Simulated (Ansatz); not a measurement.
BeS:
```cif
data_Be4S4
_chemical_formula_sum 'S4 Be4'
_space_group_name_H-M_alt 'Fm-3m'
_space_group_IT_number 225
_space_group_name_Hall '-F 4 2 3'
_cell_length_a 4.63378
_cell_length_b 4.63378
_cell_length_c 4.63378
_cell_angle_alpha 90.000
_cell_angle_beta 90.000
_cell_angle_gamma 90.000
loop_
_atom_site_label
_atom_site_type_symbol
_atom_site_symmetry_multiplicity
_atom_site_Wyckoff_symbol
_atom_site_fract_x
_atom_site_fract_y
_atom_site_fract_z
_atom_site_occupancy
S1 S 4 a 0.00000 0.00000 0.00000 1
Be1 Be 4 b 0.50000 0.50000 0.50000 1
```
(The calculation used a cell of 2 atoms; values per cell refer to that cell.)

Relaxed with r²SCAN.

Which orbitals make up the states near the band edges in DFT-r²SCAN in the program Ansatz with PAW potentials?

Top 1 eV of the valence band: S 3p 96 %. Bottom 1 eV of the conduction band: Be 2s 73 %, S 3s 6 %, S 3p 6 %, outside the projected shells 15 %. Projections are on Löwdin-orthogonalised atomic valence shells; empty p or d shells of many metals are not among them.

Tabulate the density of states.

States/eV per cell of 2 atoms, in 0.25 eV bins, energy from the valence-band maximum.

| E (eV) | total | S 3p | Be 2s | S 3s |
|---|---|---|---|---|
| -7.87 | 0.00 | 0.00 | 0.00 | 0.00 |
| -7.62 | 0.00 | 0.00 | 0.00 | 0.00 |
| -7.37 | 0.10 | 0.07 | 0.02 | 0.00 |
| -7.12 | 0.29 | 0.22 | 0.06 | 0.00 |
| -6.87 | 0.49 | 0.39 | 0.08 | 0.01 |
| -6.62 | 0.78 | 0.65 | 0.10 | 0.02 |
| -6.37 | 1.24 | 1.05 | 0.12 | 0.04 |
| -6.12 | 1.29 | 1.07 | 0.13 | 0.06 |
| -5.87 | 0.92 | 0.74 | 0.10 | 0.06 |
| -5.62 | 0.48 | 0.37 | 0.05 | 0.05 |
| -5.37 | 0.59 | 0.47 | 0.05 | 0.05 |
| -5.12 | 0.66 | 0.55 | 0.05 | 0.04 |
| -4.87 | 0.68 | 0.57 | 0.04 | 0.04 |
| -4.62 | 0.69 | 0.59 | 0.04 | 0.04 |
| -4.37 | 0.68 | 0.59 | 0.03 | 0.03 |
| -4.12 | 0.68 | 0.59 | 0.03 | 0.03 |
| -3.87 | 0.76 | 0.65 | 0.04 | 0.03 |
| -3.62 | 0.85 | 0.72 | 0.06 | 0.03 |
| -3.37 | 1.02 | 0.88 | 0.06 | 0.02 |
| -3.12 | 1.17 | 1.03 | 0.05 | 0.02 |
| -2.87 | 1.10 | 0.97 | 0.04 | 0.02 |
| -2.62 | 1.08 | 0.96 | 0.03 | 0.02 |
| -2.37 | 1.04 | 0.93 | 0.03 | 0.01 |
| -2.12 | 1.01 | 0.91 | 0.02 | 0.01 |
| -1.87 | 0.97 | 0.88 | 0.02 | 0.01 |
| -1.62 | 0.95 | 0.87 | 0.01 | 0.01 |
| -1.37 | 0.92 | 0.85 | 0.01 | 0.01 |
| -1.12 | 0.88 | 0.82 | 0.00 | 0.01 |
| -0.87 | 0.87 | 0.83 | 0.00 | 0.01 |
| -0.62 | 0.80 | 0.77 | 0.00 | 0.00 |
| -0.37 | 0.76 | 0.73 | 0.00 | 0.00 |
| -0.12 | 0.24 | 0.23 | 0.00 | 0.00 |
| 0.13 | 0.00 | 0.00 | 0.00 | 0.00 |
| 0.38 | 0.00 | 0.00 | 0.00 | 0.00 |
| 0.63 | 0.00 | 0.00 | 0.00 | 0.00 |
| 0.88 | 0.00 | 0.00 | 0.00 | 0.00 |
| 1.13 | 0.00 | 0.00 | 0.00 | 0.00 |
| 1.38 | 0.01 | 0.00 | 0.01 | 0.00 |
| 1.63 | 0.08 | 0.00 | 0.06 | 0.01 |
| 1.88 | 0.13 | 0.01 | 0.09 | 0.01 |
| 2.13 | 0.18 | 0.01 | 0.12 | 0.01 |
| 2.38 | 0.23 | 0.02 | 0.15 | 0.01 |
| 2.63 | 0.29 | 0.03 | 0.17 | 0.01 |
| 2.88 | 0.35 | 0.03 | 0.19 | 0.02 |
| 3.13 | 0.42 | 0.04 | 0.21 | 0.02 |
| 3.38 | 0.49 | 0.05 | 0.22 | 0.02 |
| 3.63 | 0.57 | 0.06 | 0.22 | 0.01 |
| 3.88 | 0.66 | 0.07 | 0.22 | 0.01 |
| 4.13 | 0.81 | 0.08 | 0.23 | 0.01 |
| 4.38 | 1.22 | 0.11 | 0.27 | 0.01 |
| 4.63 | 1.08 | 0.11 | 0.22 | 0.01 |
| 4.88 | 0.73 | 0.05 | 0.10 | 0.00 |
| 5.13 | 0.74 | 0.02 | 0.03 | 0.00 |
| 5.38 | 0.86 | 0.02 | 0.02 | 0.01 |
| 5.63 | 0.96 | 0.03 | 0.02 | 0.01 |
| 5.88 | 0.95 | 0.03 | 0.03 | 0.01 |
| 6.13 | 0.98 | 0.04 | 0.04 | 0.01 |

The start of the workflow was typed in or built on a structure type; neither database checked (COD, Materials Project) lists it. COD files the formula under space group No. 216, so this cell is another polymorph or a model. Whether it is the stable phase at ambient conditions was not checked. Symmetry was held in the r²SCAN relaxation; its stability against distortions is not shown here.

Potentials: the earlier of the program's two PAW sets.
